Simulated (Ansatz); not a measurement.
Cu Kα1 powder pattern (kinematic, no thermal factors).
| 2θ (°) | relative intensity |
| --- | --- |
| 18.21 | 4 |
| 26.12 | 100 |
| 26.53 | 9 |
| 27.46 | 60 |
| 27.71 | 2 |
| 29.58 | 83 |
| 32.03 | 2 |
| 34.96 | 7 |
| 38.26 | 36 |
| 41.89 | 6 |
| 46.09 | 82 |
| 47.07 | 2 |
| 49.89 | 83 |
| 49.95 | 2 |
| 53.74 | 13 |
| 53.96 | 1 |
| 54.49 | 51 |
| 55.72 | 14 |
| 59.12 | 2 |
| 61.40 | 9 |
| 64.02 | 2 |
| 68.36 | 1 |
| 70.25 | 29 |
| 73.44 | 10 |
| 73.63 | 1 |
| 75.12 | 11 |
| 75.95 | 2 |
| 78.07 | 1 |
| 78.84 | 20 |
| 80.08 | 8 |
| 82.44 | 2 |
| 85.37 | 13 |
| 85.41 | 1 |
| 88.20 | 32 |

The pattern is computed from a structure relaxed with DFT PBE, scalar-relativistic, plane waves, PAW (Ansatz 0.2.0). No spin polarisation. Its elements are As, Ga, P.

**Question.** Give the structure.

**Answer.** Ga$_{3}$AsP$_{2}$.
Space group P6_3mc (No. 186). a = 3.936 Å, b = 3.936 Å, c = 19.470 Å, α = 90.00°, β = 90.00°, γ = 120.00°
| atom | site | symmetry | x | y | z |
| --- | --- | --- | --- | --- | --- |
| Ga | 2b | 3m. | 0.3333 | 0.6667 | 0.3300 |
| Ga | 2b | 3m. | 0.3333 | 0.6667 | 0.6667 |
| Ga | 2b | 3m. | 0.3333 | 0.6667 | 0.0035 |
| P | 2b | 3m. | 0.3333 | 0.6667 | 0.1263 |
| P | 2b | 3m. | 0.3333 | 0.6667 | 0.7899 |
| As | 2b | 3m. | 0.3333 | 0.6667 | 0.4577 |

A pattern alone doesn't exclude other cells with like lines; this is the one computed.

The cell was found from a structure generator's guess, not taken from experiment.
